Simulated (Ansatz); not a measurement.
Frozen-phonon scan for GaN (wurtzite)

Starting cell, GaN (wurtzite):

```xyz
8
Lattice="6.3662 0.0000 0.0000 -1.5916 2.7567 0.0000 0.0000 0.0000 5.1836" Properties=species:S:1:pos:R:3 pbc="T T T"
Ga     1.5916     0.9189     0.0051
Ga     4.7747     0.9189     0.0051
Ga     0.0000     1.8378     2.5969
Ga     3.1831     1.8378     2.5969
N      1.5916     0.9189     3.2357
N      4.7747     0.9189     3.2357
N      0.0000     1.8378     0.6439
N      3.1831     1.8378     0.6439
```

The atoms are displaced by Q × the pattern below (from a DFPT mode at M = (0.5, 0.0, 0.0), largest move 1; Q in Å), at fixed cell. (q is in reciprocal vectors of the primitive cell; the cell shown is doubled to hold the pattern.)

```
atom       x       y       z
----  ------  ------  ------
Ga1    0.813   0.470  -0.344
Ga2   -0.813  -0.470   0.344
Ga3    0.813   0.470   0.344
Ga4   -0.813  -0.470  -0.344
N5     0.131   0.075   0.159
N6    -0.131  -0.075  -0.159
N7     0.131   0.075  -0.159
N8    -0.131  -0.075   0.159
```

Method: r2SCAN (plane waves to 500 eV, PAW, scalar-relativistic; Ansatz, a quantum-chemistry and plane-wave program). k mesh 6×12×7 (Γ-centred), Fermi-Dirac smearing 0.05 eV. E stands for the smeared free energy. Stress and pressure are positive under compression. GaN was relaxed with its symmetry unable to fall. ΔE is measured from the undisplaced structure.

```
Q (Å)   ΔE (eV/cell)  −dE/dQ from forces (eV/Å)  P (GPa)
------  ------------  -------------------------  -------
-0.280         4.042                     28.541     12.4
-0.233         2.817                     23.957      8.6
-0.187         1.808                     19.276      5.5
-0.140         1.019                     14.518      3.1
-0.093         0.454                      9.707      1.4
-0.047         0.113                      4.862      0.3
0.000          0.000                      0.000      0.0
0.047          0.113                     -4.862      0.3
0.093          0.454                     -9.707      1.4
0.140          1.019                    -14.518      3.1
0.187          1.808                    -19.276      5.5
0.233          2.817                    -23.957      8.6
0.280          4.042                    -28.541     12.4
```

Derived quantities:

```
Property                                                                                                             Result
-----------------------------------------------------------  --------------------------------------------------------------
Energy at Q = 0.280 Å                                                                                         4042 meV/cell
Space group of the distorted cell                                                      Pmc2_1 (No. 26), lowered from P6_3mc
Symmetry of the curve                                                                         even: the same for both signs
Shape of the curve                                           a single well with its minimum at or next to zero displacement
Harmonic wavenumber from the curvature (finite differences)                                                        317 cm⁻¹
Wavenumber by perturbation theory (DFPT, on another k mesh)                                                        317 cm⁻¹
```

(A displaced cell: forces are minus the slopes of the energy, force constants its curvatures, and phonons follow from these.)
